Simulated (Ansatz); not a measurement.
SiGe (wurtzite, space group No. 186) at seven volumes, plane-wave PAW LDA (Ansatz code), shape and atoms relaxed at each. One row is withheld.

```csv
V (Å³/atom),P (GPa)
18.869,9.88
19.491,6.04
20.113,2.77
20.735,0.00
21.357,-2.35
21.979,?
22.601,-6.02
```

**Question.** Fit the shown pressures and predict the withheld one.

**Answer.** Third-order Birch–Murnaghan: P = (3/2)B₀(x^(7/2) − x^(5/2))[1 + (3/4)(B′ − 4)(x − 1)] with x = (V₀/V)^(2/3). Least squares on the six rows gives V₀ = 20.736 Å³/atom, B₀ = 84.78 GPa, B′ = 4.48. At V = 21.979, x = 0.9619 and P = -4.33 GPa. The run itself gave -4.34 GPa.

Space group P6_3mc (wurtzite). The workflow started from a Materials Project entry (that database holds measured and hypothetical structures alike); the Crystallography Open Database copy checked does not list it. Whether it is the stable phase at ambient conditions was not checked. The LDA relaxation kept the symmetry of its start; its stability against distortions is not shown here.

Potentials: the earlier of the program's two PAW sets. The files were generated under PBE; for other functionals the program regenerates the frozen cores, and for LDA and PBEsol the local potential too.
